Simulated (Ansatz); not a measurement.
AlGaP$_{2}$:
Space group P-4m2 (No. 115); a = 3.860 Å, b = 3.860 Å, c = 5.451 Å, α = 90.00°, β = 90.00°, γ = 90.00°

| atom | site | symmetry | x | y | z |
|---|---|---|---|---|---|
| Al | 1c | -4m2 | 0.5000 | 0.5000 | 0.5000 |
| Ga | 1a | -4m2 | 0.0000 | 0.0000 | 0.0000 |
| P | 2g | 2mm. | 0.0000 | 0.5000 | 0.2497 |

Relaxed with PBEsol.

### Question
Which orbitals make up the states near the band edges in DFT-PBEsol in the program Ansatz with PAW potentials?

### Answer
Top 1 eV of the valence band: P 3p 78 %, Ga 4p 10 %, Al 3p 8 %. Bottom 1 eV of the conduction band: Al 3p 20 %, Ga 4p 18 %, P 3p 17 %, P 3s 15 %, Ga 4s 14 %, outside the projected shells 14 %. Projections are on Löwdin-orthogonalised atomic valence shells; empty p or d shells of many metals are not among them.

### Question
Tabulate the density of states.

### Answer
States/eV per cell of 4 atoms, in 0.25 eV bins, energy from the valence-band maximum.

```
E (eV)  total  P 3p  Al 3p  Ga 4p
------  -----  ----  -----  -----
-7.85    0.00  0.00   0.00   0.00
-7.60    0.00  0.00   0.00   0.00
-7.35    0.00  0.00   0.00   0.00
-7.10    0.00  0.00   0.00   0.00
-6.85    0.00  0.00   0.00   0.00
-6.60    0.03  0.01   0.00   0.00
-6.35    0.49  0.22   0.02   0.01
-6.10    1.55  0.70   0.11   0.06
-5.85    3.06  1.43   0.14   0.12
-5.60    1.76  0.84   0.09   0.11
-5.35    1.28  0.66   0.07   0.08
-5.10    1.68  0.90   0.07   0.10
-4.85    1.14  0.60   0.06   0.07
-4.60    1.00  0.53   0.06   0.06
-4.35    0.77  0.41   0.05   0.05
-4.10    0.63  0.34   0.04   0.05
-3.85    0.69  0.39   0.06   0.08
-3.60    1.70  1.01   0.22   0.31
-3.35    2.38  1.43   0.34   0.39
-3.10    2.23  1.34   0.30   0.33
-2.85    2.12  1.29   0.29   0.32
-2.60    2.93  1.83   0.40   0.48
-2.35    2.95  1.91   0.42   0.44
-2.10    3.21  2.12   0.45   0.46
-1.85    3.28  2.23   0.43   0.45
-1.60    2.86  1.99   0.36   0.37
-1.35    2.95  2.13   0.36   0.35
-1.10    2.81  2.09   0.31   0.32
-0.85    2.16  1.65   0.21   0.23
-0.60    1.32  1.04   0.10   0.13
-0.35    0.79  0.66   0.05   0.07
-0.10    0.24  0.21   0.01   0.02
0.15     0.00  0.00   0.00   0.00
0.40     0.00  0.00   0.00   0.00
0.65     0.00  0.00   0.00   0.00
0.90     0.00  0.00   0.00   0.00
1.15     0.00  0.00   0.00   0.00
1.40     0.01  0.00   0.00   0.00
1.65     0.24  0.03   0.05   0.05
1.90     0.55  0.08   0.12   0.11
2.15     1.04  0.17   0.20   0.18
2.40     1.54  0.29   0.28   0.25
2.65     2.28  0.48   0.39   0.35
2.90     2.73  0.61   0.48   0.40
3.15     2.77  0.59   0.50   0.35
3.40     2.83  0.58   0.52   0.37
3.65     2.75  0.60   0.45   0.43
3.90     1.73  0.40   0.25   0.30
4.15     1.67  0.32   0.31   0.31
4.40     3.37  0.58   0.72   0.83
4.65     3.85  0.69   0.86   0.95
4.90     3.40  0.66   0.76   0.76
5.15     2.89  0.58   0.62   0.65
5.40     2.65  0.54   0.57   0.61
5.65     2.75  0.54   0.66   0.59
5.90     2.95  0.59   0.61   0.55
6.15     2.61  0.54   0.53   0.44
```

The workflow started from a Materials Project entry (that database holds measured and hypothetical structures alike); the Crystallography Open Database copy checked does not list it. With Al and Ga taken as one species the cell has the higher symmetry F-43m, so it may be an ordered model of a mixed-site phase. Whether it is the stable phase at ambient conditions was not checked. Symmetry was held in the PBEsol relaxation; its stability against distortions is not shown here. Spin–orbit coupling is left out wherever it is not named.

Potentials: the later of the program's two PAW sets.
